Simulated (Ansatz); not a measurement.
One crystal and one scan (frozen-phonon scan) at two levels, PBE (plane waves to 420 eV, PAW, scalar-relativistic; Ansatz, a program for electronic structure) and r2SCAN (plane waves to 500 eV, PAW, scalar-relativistic; Ansatz), each from its own relaxed cell and on its own mesh. The cell shown is that of PBE.

Relaxed Rh (fcc, Cu type):

```
Rh
1.0
    0.00000     3.83026     3.83026
    1.91513     0.00000     1.91513
    1.91513     1.91513     0.00000
Rh
2
Direct
  0.00000   0.00000   0.00000
  0.50000   0.00000   0.00000
```

A phonon eigenvector at L = (0.5, 0.0, 0.0) is frozen into this cell: atom i moves by Q times the vector below, so Q is the largest atomic displacement, in Å. The cell is held. It is one choice among 2 degenerate patterns. (q is in reciprocal vectors of the primitive cell; the cell shown is doubled to hold the pattern.)

```json
[
 {"atom": "Rh1", "x": "-0.285", "y": "0.520", "z": "-0.805"},
 {"atom": "Rh2", "x": "0.285", "y": "-0.520", "z": "0.805"}
]
```

Rh is run without spin polarisation. Rh was relaxed with its symmetry unable to fall. The PAW data are Ansatz's earlier set. With partly filled bands, energies and forces of such displacements shift with the k mesh and the smearing. Percentages come from the unrounded values.

Results of PBE:

```
Property                                                                                                                                           Value
----------------------------------------------------------------------------------------  --------------------------------------------------------------
Lattice constant a (Å)                                                                                                                             3.830
Harmonic wavenumber from the curvature (finite differences) (cm⁻¹ (negative: imaginary))                                                             134
Shape of the curve                                                                        a single well with its minimum at or next to zero displacement
```

Q: Estimate the r2SCAN values.

A: 
```json
[
 {"quantity": "Lattice constant a (Å)", "r2SCAN": "3.800", "PBE − r2SCAN": "+0.030 (+0.8 %)"},
 {"quantity": "Harmonic wavenumber from the curvature (finite differences) (cm⁻¹ (negative: imaginary))", "r2SCAN": "139", "PBE − r2SCAN": "-5 (-3 %)"}
]
```

PBE gives the higher value for: lattice constant a. PBE gives the lower value for: harmonic wavenumber from the curvature. Both give the same shape of the curve: a single well with its minimum at or next to zero displacement. Neither level is exact: the differences show how much the result hangs on the functional.

(A displaced cell: forces are minus the slopes of the energy, force constants its curvatures, and phonons follow from these.)
